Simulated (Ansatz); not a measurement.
GaN:
```xyz
2
Lattice="-1.4264 1.4264 2.4691 1.4264 -1.4264 2.4691 1.4264 1.4264 -2.4691" Properties=species:S:1:pos:R:3 pbc="T T T"
Ga     0.0000     0.0000     3.7345
N      0.0000     0.0000     1.7716
```

r²SCAN in the plane-wave PAW code Ansatz gives a gap of 0.74 eV without spin–orbit coupling, maximum on the S0–Γ line, 39 % of the way from S0, minimum at X.

Question: What happens when spin–orbit coupling is switched on?

Answer: The gap stays essentially unchanged, to 0.74 eV; maximum on the S0–Γ line, 39 % of the way from S0, minimum at X.

Question: Give the Z2 indices of the occupied bands with spin–orbit coupling.

Answer: 0;(000).

Space group I4mm. The first step of the workflow began from a Materials Project structure, measured or hypothetical; the Crystallography Open Database copy checked does not list it. It is not the phase usual at ambient conditions (space group No. 186, 216). The r²SCAN relaxation kept the symmetry of its start; whether a distortion lowers the energy is not shown.

Potentials: the later of the program's two PAW sets.
